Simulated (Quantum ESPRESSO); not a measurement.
Band energies of MoP

```
MoP
1.0
    3.23476     0.00000     0.00000
   -1.61738     2.80138     0.00000
    0.00000     0.00000     3.18228
P Mo
1 1
Direct
  0.33333   0.66667   0.50000
  0.00000   0.00000   0.00000
```

norm-conserving LDA (Quantum ESPRESSO, 80 Ry, without SOC); path ΓMKΓALHA,LM,KH; energies in eV from the Fermi level.

| k (1/Å) | point | band 6 | band 7 | band 8 | band 9 | band 10 | band 11 | band 12 | band 13 |
|---|---|---|---|---|---|---|---|---|---|
| 0.00 | Γ | -4.16 | -3.31 | -3.31 | -0.61 | 0.30 | 0.30 | 4.11 | 4.11 |
| 0.45 |  | -4.96 | -3.36 | -2.71 | -2.47 | 0.05 | 2.19 | 2.65 | 3.07 |
| 1.01 |  | -7.08 | -3.80 | -3.67 | -1.34 | -0.37 | 1.74 | 2.17 | 4.63 |
| 1.12 | M | -7.18 | -3.84 | -3.71 | -1.27 | -0.38 | 1.69 | 2.29 | 4.68 |
| 1.55 |  | -6.75 | -4.69 | -3.70 | -1.22 | -0.65 | 0.77 | 1.46 | 6.25 |
| 1.77 | K | -6.51 | -5.18 | -3.66 | -1.45 | -0.08 | 0.60 | 0.82 | 6.79 |
| 1.98 |  | -6.60 | -4.72 | -3.65 | -1.25 | -0.68 | 0.54 | 1.62 | 6.30 |
| 2.52 |  | -5.29 | -3.30 | -2.77 | -2.57 | -0.16 | 1.81 | 2.69 | 3.29 |
| 3.06 | Γ | -4.16 | -3.31 | -3.31 | -0.61 | 0.30 | 0.30 | 4.11 | 4.11 |
| 3.61 |  | -5.90 | -2.83 | -2.83 | -1.36 | -1.36 | -0.07 | 4.07 | 4.07 |
| 4.05 | A | -7.79 | -2.72 | -2.72 | -1.67 | -1.67 | 1.39 | 2.93 | 2.93 |
| 4.56 |  | -6.90 | -3.73 | -3.60 | -2.21 | -0.65 | 1.70 | 2.46 | 4.64 |
| 5.07 |  | -6.11 | -5.14 | -4.39 | -1.14 | 1.30 | 1.87 | 3.46 | 5.20 |
| 5.17 | L | -6.10 | -5.19 | -4.41 | -1.01 | 1.40 | 1.85 | 3.54 | 4.99 |
| 5.60 |  | -6.53 | -5.76 | -3.32 | -1.35 | 1.65 | 3.08 | 3.27 | 4.45 |
| 5.82 | H | -6.81 | -5.66 | -3.16 | -1.29 | 1.52 | 3.26 | 4.18 | 4.24 |
| 6.00 |  | -6.60 | -5.73 | -3.23 | -1.47 | 1.65 | 3.12 | 3.19 | 4.65 |
| 6.47 |  | -6.49 | -4.72 | -3.38 | -2.33 | 0.07 | 1.80 | 2.50 | 5.40 |
| 6.93 |  | -7.65 | -2.90 | -2.85 | -1.80 | -1.53 | 1.45 | 2.74 | 3.22 |
| 7.11 | A | -7.79 | -2.72 | -2.72 | -1.67 | -1.67 | 1.39 | 2.93 | 2.93 |
| 7.11 | L | -6.10 | -5.19 | -4.41 | -1.01 | 1.40 | 1.85 | 3.54 | 4.99 |
| 7.31 |  | -6.37 | -4.96 | -4.25 | -1.15 | 1.37 | 1.48 | 3.52 | 5.47 |
| 7.71 |  | -7.00 | -4.57 | -3.04 | -2.30 | 1.02 | 1.67 | 2.76 | 3.61 |
| 8.10 | M | -7.18 | -3.84 | -3.71 | -1.27 | -0.38 | 1.69 | 2.29 | 4.68 |
| 8.10 | K | -6.51 | -5.18 | -3.66 | -1.45 | -0.08 | 0.60 | 0.82 | 6.79 |
| 8.60 |  | -6.10 | -5.13 | -4.89 | -1.58 | 1.04 | 2.11 | 2.34 | 5.16 |
| 9.09 | H | -6.81 | -5.66 | -3.16 | -1.29 | 1.52 | 3.26 | 4.18 | 4.24 |

A metal at this level: along this path bands 10, 11 cross the Fermi level.

Spin-orbit splittings are left out.

Geometry of the Materials Project entry, not relaxed at this level.
